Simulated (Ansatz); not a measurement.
AlInSb2:
```xyz
4
Lattice="2.2399 1.2932 7.3128 -2.2399 1.2932 7.3128 0.0000 -2.5865 7.3128" Properties=species:S:1:pos:R:3 pbc="T T T"
Al     0.0000     0.0000    21.9275
In     0.0000     0.0000    10.9834
Sb     0.0000     0.0000     2.6481
Sb     0.0000     0.0000    13.8023
```

Cartesian axes are those of the cell as given.

Q: Give the high-frequency dielectric tensor and the Born effective charge tensors of the independent atoms from DFPT, PBEsol in the plane-wave PAW code Ansatz.

A: 
ε∞:
```
14.9  0.00  0.00
0.00  14.9  0.00
0.00  0.00  14.7
```
Z* of atom 1 (Al), rows: field, columns: displacement, in e:
```
1.87  0.00  0.00
0.00  1.87  0.00
0.00  0.00  1.88
```
Z* of atom 2 (In), rows: field, columns: displacement, in e:
```
2.17  0.00  0.00
0.00  2.17  0.00
0.00  0.00  2.15
```
Z* of atom 3 (Sb), rows: field, columns: displacement, in e:
```
-1.98   0.00   0.00
 0.00  -1.98   0.00
 0.00   0.00  -2.34
```
Z* of atom 4 (Sb), rows: field, columns: displacement, in e:
```
-2.05   0.00   0.00
 0.00  -2.05   0.00
 0.00   0.00  -1.69
```

Space group R3m. The workflow started from a Materials Project entry (that database holds measured and hypothetical structures alike); the Crystallography Open Database copy checked does not list it. With Al and In taken as one species the cell has the higher symmetry F-43m, so it may be an ordered model of a mixed-site phase. Whether it is the stable phase at ambient conditions was not checked. Symmetry was held in the PBEsol relaxation; its stability against distortions is not shown here. Scalar-relativistic: spin–orbit coupling is off unless named, which matters more the heavier the elements.

Potentials: the later of the program's two PAW sets.
